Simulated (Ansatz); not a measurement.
AlBN₂:
```cif
data_AlBN2
_chemical_formula_sum 'B1 N2 Al1'
_space_group_name_H-M_alt 'P3m1'
_space_group_IT_number 156
_space_group_name_Hall 'P 3 -2"'
_cell_length_a 2.84984
_cell_length_b 2.84984
_cell_length_c 4.66471
_cell_angle_alpha 90.000
_cell_angle_beta 90.000
_cell_angle_gamma 120.000
loop_
_atom_site_label
_atom_site_type_symbol
_atom_site_symmetry_multiplicity
_atom_site_Wyckoff_symbol
_atom_site_fract_x
_atom_site_fract_y
_atom_site_fract_z
_atom_site_occupancy
B1 B 1 b 0.33333 0.66667 0.01908 1
N1 N 1 b 0.33333 0.66667 0.34420 1
Al1 Al 1 c 0.66667 0.33333 0.50070 1
N2 N 1 c 0.66667 0.33333 0.90602 1
```

Relaxed with PBEsol.

Decompose the optical modes at the zone centre into irreducible representations, and say which are infrared and Raman allowed.

Point group 3m: Γ_opt = 3A1 + 3E. Infrared: A1, E. Raman: A1, E.

Assign frequencies (DFPT, plane-wave PAW PBEsol (Ansatz code); without the LO–TO term).

E 301, E 549, A1 668, E 813, A1 869, A1 1017 cm⁻¹.

The start of the workflow was typed in or built on a structure type; neither database checked (COD, Materials Project) lists it. Its standing as an ambient phase is unchecked. Symmetry was held in the PBEsol relaxation; its stability against distortions is not shown here.

Potentials: the earlier of the program's two PAW sets. The files were generated under PBE; for other functionals the program regenerates the frozen cores, and for LDA and PBEsol the local potential too.
